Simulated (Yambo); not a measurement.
Yambo input for Sr2NO6H3 (space group P-62m, No. 189) (a = b = 6.704 Å, c = 3.592 Å, α = β = 90.00°, γ = 120.00°), on LDA (pw.x of Quantum ESPRESSO, ONCV potentials, scalar-relativistic) wavefunctions on a 3×3×6 mesh:

```
optics
chi
dipoles
tddft
FFTGvecs= 40 Ry
Chimod= "ALDA"
FxcGRLc= 3 Ry
NGsBlkXd= 3 Ry
% QpntsRXd
 1 | 1 |
%
% BndsRnXd
 1 | 112 |
%
GrFnTpXd= "R"
% EnRngeXd
 0.0 | 20.0 | eV
%
% DmRngeXd
 0.2 | 0.2 | eV
%
CGrdSpXd= 50
ETStpsXd= 161
% LongDrXd
 1.0 | 0.0 | 0.0 |
%
```

First lines of the file o-*.eps_q1_inv_alda_dyson:

```
Absorption @ Q(1):   1.00000000     0.00000000     0.00000000    [q->0 direction]
#
# [ X ] Hartree size     :   99
# [GEN] GF Energies     : Slater exchange(X)+Perdew & Wang(C)
# [GEN] Green`s Function     : Retarded
#
# [GEN] Gauge     : Length
# [GEN] [r,Vnl] included     : yes
#
#    E[1] [eV]     Im(eps)     Re(eps)     Im(eps_o)     Re(eps_o)
#
     0.000000     0.84384E-15     2.989898     -0.26497E-17     3.408867
     0.125000     0.001272     2.990293     0.002143     3.409532
     0.250000     0.002551     2.991482     0.004300     3.411532
     0.375000     0.003843     2.993470     0.006488     3.414881
     0.500000     0.005156     2.996267     0.008722     3.419603
     0.625000     0.006497     2.999890     0.011018     3.425729
     0.750000     0.007876     3.004357     0.013396     3.433305
     0.875000     0.009300     3.009695     0.015877     3.442386
     1.000000     0.010781     3.015933     0.018484     3.453042
     1.125000     0.012331     3.023111     0.021245     3.465358
     1.250000     0.013965     3.031275     0.024192     3.479436
     1.375000     0.015699     3.040479     0.027365     3.495402
     1.500000     0.017556     3.050792     0.030811     3.513404
     1.625000     0.019561     3.062294     0.034589     3.533625
     1.750000     0.021750     3.075083     0.038776     3.556284
     1.875000     0.024168     3.089281     0.043471     3.581651
     2.000000     0.026876     3.105037     0.048804     3.610060
     2.125000     0.029958     3.122543     0.054956     3.641932
     2.250000     0.033537     3.142041     0.062181     3.677799
     2.375000     0.037795     3.163850     0.070854     3.718355
     2.500000     0.043020     3.188400     0.081553     3.764520
     2.625000     0.049684     3.216278     0.095215     3.817537
     2.750000     0.058623     3.248307     0.113477     3.879123
     2.875000     0.071431     3.285630     0.139420     3.951626
     3.000000     0.091418     3.329655     0.179408     4.037906
     3.125000     0.126010     3.380894     0.247644     4.138980
     3.250000     0.190638     3.431301     0.373181     4.238730
     3.375000     0.292589     3.440231     0.564283     4.258237
     3.500000     0.361316     3.373382     0.678598     4.149917
     3.625000     0.354720     3.321669     0.664659     4.094429
     3.750000     0.344551     3.295276     0.654296     4.093570
     3.875000     0.304258     3.273694     0.599215     4.124451
     4.000000     0.242781     3.301091     0.537751     4.262237
```
(The file goes on to the top of the energy range.) Convergence of the RPA response with its 3×3×6 mesh was not tested.

Geometry of the Materials Project entry, not relaxed at this level.
